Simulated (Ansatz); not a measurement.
CdSiP2:
```
CdSiP2
1.0
   -2.79322     2.79322     5.22982
    2.79322    -2.79322     5.22982
    2.79322     2.79322    -5.22982
Cd Si P
2 2 4
Direct
  0.75000   0.25000   0.50000
  0.00000   0.00000   0.00000
  0.25000   0.75000   0.50000
  0.50000   0.50000   0.00000
  0.16594   0.12500   0.54094
  0.58406   0.62500   0.45906
  0.37500   0.83406   0.95906
  0.87500   0.41594   0.04094
```

This is the LDA-relaxed structure.

**Question.** All from plane-wave PAW LDA (Ansatz code), unless another level is named. Estimate the electronic dielectric constant ε∞ (DFPT).

**Answer.** 11.3 (xx = yy), 11.0 (zz).

**Question.** Predict the Born charges (a third of the trace).

**Answer.** Cd +1.81, Si +2.31, P -2.06 e.

**Question.** What about the static dielectric constant ε0 (ions relaxed, cell fixed)?

**Answer.** 13.4 (xx = yy), 13.1 (zz).

Space group I-42d (chalcopyrite). The cell was relaxed with LDA under the symmetry of its start. Scalar-relativistic: spin–orbit coupling is off unless named, which matters more the heavier the elements.

Potentials: the later of the program's two PAW sets.
